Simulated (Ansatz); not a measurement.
Li (bcc, W type)

```xyz
2
Lattice="-3.4348 3.4348 3.4348 1.7174 -1.7174 1.7174 1.7174 1.7174 -1.7174" Properties=species:S:1:pos:R:3 pbc="T T T"
Li     0.0000     0.0000     0.0000
Li    -1.7174     1.7174     1.7174
```

A phonon eigenvector at N = (0.5, 0.0, 0.0) is frozen into this cell: atom i moves by Q times the vector below, so Q is the largest atomic displacement, in Å. The cell is held. (q is in reciprocal vectors of the primitive cell; the cell shown is doubled to hold the pattern.)

```json
[
 {"atom": "Li1", "x": "0.000", "y": "-0.707", "z": "-0.707"},
 {"atom": "Li2", "x": "0.000", "y": "0.707", "z": "0.707"}
]
```

The numbers are results of PBE (plane waves to 420 eV, PAW, scalar-relativistic; Ansatz, an electronic-structure program), not measurements. k mesh 19×19×19 (Γ-centred), Fermi-Dirac smearing 0.05 eV. E stands for the smeared free energy. With partly filled bands, energies and forces of such displacements shift with the k mesh and the smearing. Li was relaxed with its symmetry unable to fall. The PAW data are Ansatz's earlier set. ΔE is measured from the undisplaced structure.

The scan covers Q from -0.180 to 0.180 Å in 13 points.

Problem. Which space group does the distorted structure have?

Solution. Cmme (No. 67), lowered from Im-3m.

Problem. What is the energy change at Q = 0.180 Å?

Solution. 88 meV/cell.

Problem. What harmonic wavenumber does the curvature at Q = 0 give?

Solution. 323 cm⁻¹.

(A displaced cell: forces are minus the slopes of the energy, force constants its curvatures, and phonons follow from these.)
